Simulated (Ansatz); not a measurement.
Here is the system:

B₄C:
```
CELL_PARAMETERS angstrom
      2.80837     1.62141     4.01996
     -2.80837     1.62141     4.01996
      0.00000    -3.24283     4.01996
ATOMIC_POSITIONS crystal
  B  0.30924 0.80617 0.80617
  B  0.69076 0.19383 0.19383
  B  0.80617 0.30924 0.80617
  B  0.19383 0.69076 0.19383
  B  0.80617 0.80617 0.30924
  B  0.19383 0.19383 0.69076
  B  0.67035 0.99406 0.99406
  B  0.32965 0.00594 0.00594
  B  0.99406 0.67035 0.99406
  B  0.00594 0.32965 0.00594
  B  0.99406 0.99406 0.67035
  B  0.00594 0.00594 0.32965
  C  0.61037 0.61037 0.61037
  C  0.38963 0.38963 0.38963
  C  0.50000 0.50000 0.50000
```

This is the PBEsol-relaxed structure. x, y and z are the axes in which the lattice vectors are written.

All from the program Ansatz at the PBEsol level (PAW), unless another level is named. Estimate the Young's modulus.

415 GPa.

Predict the highest zone-centre frequency (without LO–TO term).

1720 cm⁻¹.

And the elastic constants (relaxed ions, GPa)?

C11 = 504, C12 = 126, C13 = 79.2, C14 = 20.3, C33 = 525, C44 = 139.

Space group R-3m. The workflow started from a Materials Project entry (that database holds measured and hypothetical structures alike); the Crystallography Open Database copy checked does not list it. Its standing as an ambient phase is unchecked. Symmetry was held in the PBEsol relaxation; phonons on a q-mesh show no instability.

Potentials: the earlier of the program's two PAW sets.
